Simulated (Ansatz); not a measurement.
Input for Ansatz (plane-wave DFT, PAW):

```yaml
crystal:
  lattice:
    - [3.2995682827, 0.0, 0.0]
    - [-1.6497841414, 2.8575099543, 0.0]
    - [0.0, 0.0, 5.372294004]
  atoms:
    - { symbol: Hf, position: [0.3333333333, 0.6666666667, 0.25] }
    - { symbol: Hf, position: [0.6666666667, 0.3333333333, 0.75] }
basis:
  ecutwfc: 420
kpoints:
  mp_grid: { grid: [15, 15, 8] }
hamiltonian:
  xc: pbesol
scf:
  occupations: { method: gaussian, width: 0.1 }
output:
  forces: true
  stress: true
  eigenvalues: true
  populations: true
```

It can be run as
```bash
ansatz run input.yaml --threads 1 --pin off --backend cpu --events-out ev --progress --plain --runs-dir out  # memory cap (--max-ram) not shown
```

These are results of DFT PBEsol, scalar-relativistic, plane waves, PAW in Ansatz, not measurements.

From the run's log, abridged (final results; tables in files aren't shown):

```
SCF 1 converged in 7 iterations: F = -31195.686777 eV  dr2 = 7.92e-9
SCF converged after 7 iterations
Free energy (F): -31195.686777 eV
Harris-Foulkes:  -31195.686777 eV  (|F-HF|=1.65e-9)
Internal energy: -31195.679090 eV  (E = F + TS)
E sigma→0 (E₀):  -31195.682933 eV
Entropy (-TS):   -0.007687 eV (-3.843 meV/atom)
Fermi energy:    17.199000 eV
--- Per-component energies (eV) ---
  E_band       = -80.982697
  E_kinetic    = 839.455512
  E_local      = -10805.495778  (includes V_loc(G=0)·N_el)
  E_nonlocal   = -2478.596318
  E_hartree    = 5023.716096
  E_xc         = -591.644445
  E_vxc        = -526.852826  (∫ρ·V_xc dr)
  E_paw        = -13612.318484  (= ΣΔE_a)
  E_vpaw       = 2843.080167  (= ΣTr[D̂ρ^β])
  E_aug_tail   = -0.000003  (compensation charges beyond the density's cutoff)
  E_ewald      = -9573.297854
  E_core_change = 2.502183  (= ΣΔE_core)
  E_smearing   = -0.007687  (= −TS)
--- Forces (eV/Å), atoms counted from 1 ---
  atom   1  Hf     0.00000000     0.00000000     0.00000000
  atom   2  Hf     0.00000000     0.00000000     0.00000000
--- Stress (GPa, compression-positive) ---
      -12.741892       0.000000       0.000000
        0.000000     -12.741892       0.000000
        0.000000       0.000000     -15.632079
  P = ⅓ Tr σ = -13.7053 GPa (-137.053 kbar)
--- Band table (eV; the first three rows and the last of 135) ---
  k-point 0: bands = ["-45.0193", "-44.9840", "-13.9303", "-13.4383", "-13.4383", "-13.3958", "-13.3641", "-13.3641", "4.9980", "5.0178", "5.0178", "5.0193", "5.0214", "5.0214", "5.0233", "5.0255", "5.0255", "5.0326", "5.0465", "5.0465", "5.0782", "5.0802", "10.2366", "13.7292", "17.2899", "18.2919", "18.3500", "18.3500", "18.9778", "18.9778", "19.7311", "19.7311"]
  k-point 1: bands = ["-45.0180", "-44.9854", "-13.9108", "-13.4355", "-13.4355", "-13.4171", "-13.3670", "-13.3670", "4.9984", "5.0133", "5.0133", "5.0203", "5.0213", "5.0231", "5.0231", "5.0272", "5.0272", "5.0330", "5.0477", "5.0477", "5.0783", "5.0802", "10.3561", "13.6145", "17.1745", "18.1936", "18.2981", "18.2981", "18.8944", "18.8944", "19.9027", "19.9027"]
  k-point 2: bands = ["-45.0141", "-44.9892", "-13.8551", "-13.4774", "-13.4275", "-13.4275", "-13.3750", "-13.3750", "4.9998", "5.0094", "5.0094", "5.0168", "5.0180", "5.0180", "5.0229", "5.0332", "5.0348", "5.0348", "5.0494", "5.0494", "5.0785", "5.0799", "10.7044", "13.2466", "17.0044", "17.9284", "18.2201", "18.2201", "18.6940", "18.6940", "20.3237", "20.3237"]
  k-point 134: bands = ["-44.9760", "-44.9760", "-13.7997", "-13.7997", "-13.6819", "-13.6819", "-13.4832", "-13.4832", "5.0172", "5.0172", "5.0192", "5.0192", "5.0262", "5.0262", "5.0298", "5.0298", "5.0328", "5.0328", "5.0329", "5.0329", "5.0643", "5.0643", "15.6628", "15.6628", "15.9327", "15.9327", "16.9138", "16.9138", "19.3849", "19.3849", "21.7298", "21.7298"]
--- Löwdin populations: 2 sites ---
  site symbol q [e]
     0     Hf     25.8935
     1     Hf     25.8935
  spilling = 0.004095 (of n_electrons = 52.000000)
```

Self-consistency was reached.

Spin–orbit coupling is left out, which can shift energies with elements as heavy as these.